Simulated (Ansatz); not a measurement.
Suppose PrCuAs2 takes space group I4mm (No. 107), with Pr on 2a; Cu on 2a; As on 4b.

The calculation used DFT PBE, scalar-relativistic, plane waves, PAW, and for the lanthanide a 4f-in-core norm-conserving potential (Ansatz). Cutoff 660 eV, Γ-centred mesh, Gaussian smearing, no spin polarisation.

Formation energies are uncorrected and refer to the elements' standard structures at the same level.

Question: Give the relaxed lattice parameters and positions.

Answer:

Space group I4mm (No. 107). a = 4.285 Å, b = 4.285 Å, c = 9.391 Å, α = 90.00°, β = 90.00°, γ = 90.00°
```csv
atom,site,symmetry,x,y,z
Pr,2a,4mm,0.0000,0.0000,0.3138
Cu,2a,4mm,0.5000,0.5000,0.4331
As,4b,2mm.,0.5000,0.0000,0.0660
```

Pr is surrounded by 8 As at 3.16–3.19 Å, 4 Cu at 3.23 Å and 1 Cu at 3.57 Å; around Cu lie 4 As at 2.48 Å, 4 Pr at 3.23 Å and 1 Pr at 3.57 Å; As has 2 Cu at 2.48 Å, 4 As at 3.03 Å and 4 Pr at 3.16–3.19 Å. Another local minimum with the same sites may exist.

Question: And its energy and gap?

Answer: The energy over the elements is −0.48 eV/atom. The gap on the 16×16×16 mesh of the 4-atom cell is 0 eV (a metal). Whether it is stable depends on the other phases of the system, which aren't compared here.

The last run used Gaussian smearing of 0.10 eV. The reference form of As is held partly by dispersion forces, which this level lacks. A structure relaxed within its symmetry needn't be a true minimum.

The lanthanide is trivalent by construction, without f bands, f moments or other valences. The reference runs of the other elements, and any phases without the lanthanide, used 420 eV, which shifts energies against them by under 10 meV/atom. The lanthanide's reference is the lowest of its hcp, dhcp and fcc cells.
